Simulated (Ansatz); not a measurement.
All numbers below come from Ansatz 0.2.0, DFT PBE, scalar-relativistic, plane waves, PAW. Settings: cutoff 420 eV, Γ-centred meshes spaced at most about 0.3 Å⁻¹, and about 0.25 Å⁻¹ or finer for metals (2π included), Gaussian smearing. No spin polarisation in the final relaxations.

These are static total energies at zero pressure.

Two forms of Si3Ge were relaxed alike.

A.

Space group P-4m2 (No. 115). a = 3.912 Å, b = 3.912 Å, c = 5.532 Å, α = 90.00°, β = 90.00°, γ = 90.00°
```csv
atom,site,symmetry,x,y,z
Si,2g,2mm.,0.0000,0.5000,0.7441
Si,1c,-4m2,0.5000,0.5000,0.5000
Ge,1a,-4m2,0.0000,0.0000,0.0000
```

B.

Space group P6/mmm (No. 191). a = 2.710 Å, b = 2.710 Å, c = 10.151 Å, α = 90.00°, β = 90.00°, γ = 120.00°
| atom | site | symmetry | x | y | z |
| --- | --- | --- | --- | --- | --- |
| Si | 1a | 6/mmm | 0.0000 | 0.0000 | 0.0000 |
| Si | 2e | 6mm | 0.0000 | 0.0000 | 0.2443 |
| Ge | 1b | 6/mmm | 0.0000 | 0.0000 | 0.5000 |

Problem. Which is lower in energy, and by how much?

Solution. A is lower, by 0.32 eV/atom. A has Si and Ge ordered on diamond sites, space group P-4m2 (No. 115), 21.2 Å³/atom and a gap of 0.38 eV on its mesh; B has space group P6/mmm (No. 191), 16.1 Å³/atom and no gap. Counting Si atoms around Ge (those within 1.25 times the shortest such distance or 1.15 times the sum of covalent radii), A has Ge 4 and B has Ge 2. The lower one is the more open, so pressure narrows the difference. Both come from invented guesses.

Kohn–Sham gaps at this level usually fall short of measured ones. With atoms moved at random, P-4m2 came back. Other cells relaxed within their symmetry can be saddle points.
